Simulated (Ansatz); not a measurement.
## Profile along the Ti–Ti line in Ti (hcp, Mg type)

Ti (hcp, Mg type)

```
Ti
1.0
    2.93900     0.00000     0.00000
   -1.46950     2.54525     0.00000
    0.00000     0.00000     4.65011
Ti
2
Direct
  0.33333   0.66667   0.75000
  0.66667   0.33333   0.25000
```

Fields along a shortest Ti–Ti line of a (0001) plane (2.94 Å), from Ti to Ti, interpolated on the slice's grid (step about 0.2 Å). The numbers are results of PBE (plane waves to 420 eV, PAW, scalar-relativistic; Ansatz, a program for electronic structure), not measurements. k mesh 18×18×10. These are valence fields of a PAW run, semicore shells included where kept as valence: close to a nucleus they are smooth pseudo fields. Ti is run without spin polarisation. Ti was relaxed with its symmetry unable to fall.

| distance from Ti (Å) | valence electron density (e/Å³) | electron localisation function |
|---|---|---|
| 0.00 | 10.24 | x |
| 0.29 | 8.85 | x |
| 0.59 | 3.79 | 0.64 |
| 0.88 | 0.65 | 0.29 |
| 1.18 | 0.23 | 0.14 |
| 1.47 | 0.19 | 0.27 |
| 1.76 | 0.23 | 0.14 |
| 2.06 | 0.65 | 0.29 |
| 2.35 | 3.79 | 0.64 |
| 2.65 | 8.85 | x |
| 2.94 | 10.24 | x |

x: too close to a nucleus for the ELF to mean much.

Density on the Ti–Ti line (2.94 Å) at its midpoint: 0.19 e/Å³. ELF at that point: 0.27.
